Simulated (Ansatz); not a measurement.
SiGe:
```
SiGe
1.0
    1.96198     1.13275     6.39888
   -1.96198     1.13275     6.39888
    0.00000    -2.26550     6.39888
Si Ge
2 2
Direct
  0.93881   0.93881   0.93881
  0.06119   0.06119   0.06119
  0.43599   0.43599   0.43599
  0.56401   0.56401   0.56401
```

Relaxed with r²SCAN.

Task: Map the electron localisation function on the plane through (0.939, 0.939, 0.939) spanned by u = [1, 0, 0] and v = [-1, 1, 1] in lattice vectors, from the program Ansatz at the r²SCAN level (PAW).

Result: x is the fraction of u, y of v (the angle between them is 55°; rows are the nearest grid lines); atoms in the plane: Si at (0.00, 0.00), Si at (0.24, 0.12), Ge at (0.99, 0.50), Ge at (0.25, 0.63).
```
|64469999875445665421000000135553346|
|34335788776544444321000000012344433|
|55555667665433333221000000001245555|
|89999876542211111100000000000013578|
|78999998753100000000000000000001257|
|57888888764200000000000000000001235|
|45555444554421000000000001111111234|
|55543211123433210000000122333334455|
|67764311721244431000000124444444456|
|56776420581134442100000124454444445|
|23578753211123444310000012444431112|
|51245786543334445421000001244431155|
|92124677654444444431000000134442129|
|11123455654433443321000000002334321|
|44444555432211111110000000000123444|
|66666665532110000000000000000013456|
|68899998753100000000000000000001246|
|46789999875310000000000000111111234|
|66666666655542100000000112333333456|
|77775434334444210000000123444444567|
|89999744653345532000000123566554568|
|58999996333346654210000013466653235|
|36899998532346665310000002456653333|
|64469999875445665421000000135553346|
```
Scale: ten equal steps from 0.010 (start of '0') to 0.956 (end of '9'), in the order '0123456789'; x runs from 0.000 to 1.00, y from 0.000 (bottom) to 1.00 (top).

The density is the valence pseudo-density with augmentation charge, so density and ELF within about 1 Å of a nucleus are not all-electron values.

Space group R-3m. The start of the workflow was typed in or built on a structure type; neither database checked (COD, Materials Project) lists it. Its standing as an ambient phase is unchecked. Symmetry was held in the r²SCAN relaxation; whether a distortion lowers the energy is not shown.

Potentials: the earlier of the program's two PAW sets.
